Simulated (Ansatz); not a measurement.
With the program Ansatz at the r²SCAN level (PAW), BaGaHO2 in the tetragonal phase (P4/mmm; Ba on 1d, Ga on 1a, O on 2f, H on 1b) relaxes to a = 3.980 Å, c = 3.898 Å. Ba has 12 nearest neighbours from 2.79 Å (cuboctahedral); Ga has 6 nearest neighbours from 1.95 Å (octahedral). Against the elements it lies at -1838 meV/atom, with no fitted shifts.

The Kohn–Sham gap is 0.88 eV (indirect). The valence maximum lies at A and the conduction minimum at Z. The screened hybrid HSE06 puts the gap at 1.89 eV. Gap from r²SCAN with spin–orbit coupling: 0.88 eV. The electron mass is 0.13, 0.21, 0.21 mₑ (principal values). The hole mass is 0.70, 0.70, 14 mₑ (principal values).

An equation-of-state fit gives a bulk modulus of 125 GPa. The relaxed-ion elastic constants in GPa are C11 = 224, C12 = 98.2, C13 = 82.3, C33 = 176, C44 = 98.0, C66 = 123. The elastic constants imply a Debye temperature near 515 K. Bader charges are Ba +1.54, Ga +1.78, O -1.37, H -0.57 e.

The start of the workflow was typed in or built on a structure type; neither database checked (COD, Materials Project) lists it. Its standing as an ambient phase is unchecked. Symmetry was held in the r²SCAN relaxation; whether a distortion lowers the energy is not shown. The references are the lowest solids computed at this level, not always the standard phases (solids in place of the gases). Scalar-relativistic: spin–orbit coupling is off unless named, which matters more the heavier the elements.

Potentials: the earlier of the program's two PAW sets.
